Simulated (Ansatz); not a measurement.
From the elastic tensor of SnPbO2 to moduli and sound speeds

Theory: Ansatz, DFT PBE, scalar-relativistic, plane waves, PAW. Settings: 420 eV plane-wave cutoff, Γ-centred 6×6×6 mesh, fixed occupations. No spin polarisation.

Space group Pmma (No. 51), orthorhombic, a = 5.589 Å, b = 5.587 Å, c = 5.398 Å. Sn is surrounded by 4 O at 2.23 Å; Pb is surrounded by 4 O at 2.37 Å; around O lie 2 Sn at 2.23 Å, 2 Pb at 2.37 Å and 4 O at 2.70–2.89 Å.

The cell was found from a proposed guess, not taken from experiment. Spin–orbit coupling is left out, which matters for heavy elements. No dispersion correction is applied, so modes and constants that involve weak contacts between layers, chains or molecules come out too soft.

Relaxed-ion constants (GPa, on the Cartesian axes of the calculation):
```
125.4   4.4   7.2   0.0   0.0   0.0
  4.4 122.6   5.9   0.0   0.0   0.0
  7.2   5.9  11.8   0.0   0.0   0.0
  0.0   0.0   0.0   7.0   0.0   0.0
  0.0   0.0   0.0   0.0  11.7   0.0
  0.0   0.0   0.0   0.0   0.0   1.6
```

Density 7.051 g/cm³; 8 atoms in 168.57 Å³.

With S = C⁻¹: B_V = (C11+C22+C33+2(C12+C13+C23))/9, G_V = (C11+C22+C33−C12−C13−C23+3(C44+C55+C66))/15, 1/B_R = S11+S22+S33+2(S12+S13+S23), 15/G_R = 4(S11+S22+S33−S12−S13−S23)+3(S44+S55+S66); Hill is their mean. Then v_l = √((B+4G/3)/ρ), v_t = √(G/ρ), v_m = [(2/v_t³+1/v_l³)/3]^(−1/3) and Θ = (ħ/k_B)·v_m·(6π²n/V)^(1/3) for n atoms in the volume V; E = 9BG/(3B+G), ν = (3B−2G)/(2(3B+G)) and A^U = 5G_V/G_R + B_V/B_R − 6.

| Item | Value |
| --- | --- |
| Bulk modulus, Voigt / Reuss / Hill | 32.8 / 11.4 / 22.1 GPa |
| Shear modulus, Voigt / Reuss / Hill | 20.2 / 4.9 / 12.6 GPa |
| Young's modulus | 32 GPa |
| Poisson ratio | 0.261 |
| Pugh ratio B/G | 1.76 (over 1.75, the rule of thumb for ductile) |
| Universal anisotropy index | 17.47 |
| Longitudinal and transverse sound speeds | 2346 and 1335 m/s |
| Debye temperature from the mean sound speed | 160 K |
